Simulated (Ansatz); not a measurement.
Bi (diamond, Fd-3m) under volume change, DFT-PBE in the program Ansatz with PAW potentials, scaled uniformly.

| V (Å³/atom) | E − E(relaxed) (meV/atom) | P (GPa) |
|---|---|---|
| 44.059 | 41.4 | 3.32 |
| 45.512 | 17.4 | 2.03 |
| 46.964 | 4.1 | 0.93 |
| 48.417 | 0.0 | 0.00 |
| 49.869 | 3.7 | -0.79 |
| 51.322 | 14.0 | -1.46 |
| 52.774 | 29.9 | -2.04 |

Question: What does a third-order Birch–Murnaghan fit give for V₀, B₀ and B′?

Answer: V₀ = 48.42 Å³/atom, B₀ = 28.6 GPa, B′ = 4.4.

The start of the workflow was typed in or built on a structure type; neither database checked (COD, Materials Project) lists it. It is not the phase usual at ambient conditions (space group No. 166). The PBE relaxation kept the symmetry of its start; its stability against distortions is not shown here. Scalar-relativistic: spin–orbit coupling is off unless named, which matters more the heavier the elements.

Potentials: the earlier of the program's two PAW sets.
